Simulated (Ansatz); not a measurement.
Input and command of a plane-wave DFT calculation in Ansatz:

```yaml
crystal:
  lattice:
    - [0.0, 2.3657595687, 2.3657595687]
    - [2.3657595687, 0.0, 2.3657595687]
    - [2.3657595687, 2.3657595687, 0.0]
  atoms:
    - { symbol: Zr, position: [0.5, 0.5, 0.5] }
    - { symbol: C, position: [0.0, 0.0, 0.0] }
basis:
  ecutwfc: 420
kpoints:
  mp_grid: { grid: [6, 6, 6] }
hamiltonian:
  xc: pbe
scf:
  occupations: { method: gaussian, width: 0.1 }
output:
  forces: true
  stress: true
  eigenvalues: true
```

```bash
ansatz run input.yaml --threads 2 --pin off --max-ram 5120MiB --backend cpu --events-out ev --progress --plain --runs-dir out
```

Processor: Intel(R) Xeon(R) Platinum 8375C CPU @ 2.90GHz (Ice Lake), 2 threads, on a host shared with other jobs.

Question: Estimate time, memory and problem size.

Answer: About 0.7 s on 2 threads of Intel(R) Xeon(R) Platinum 8375C CPU @ 2.90GHz (Ice Lake), with other jobs on the host, peak memory 0.41 GiB. It solves 12 bands at 16 k points (the mesh reduced by the symmetry that the task leaves, which can be less than the crystal's) with about 531 plane waves, in 6 SCF iterations.
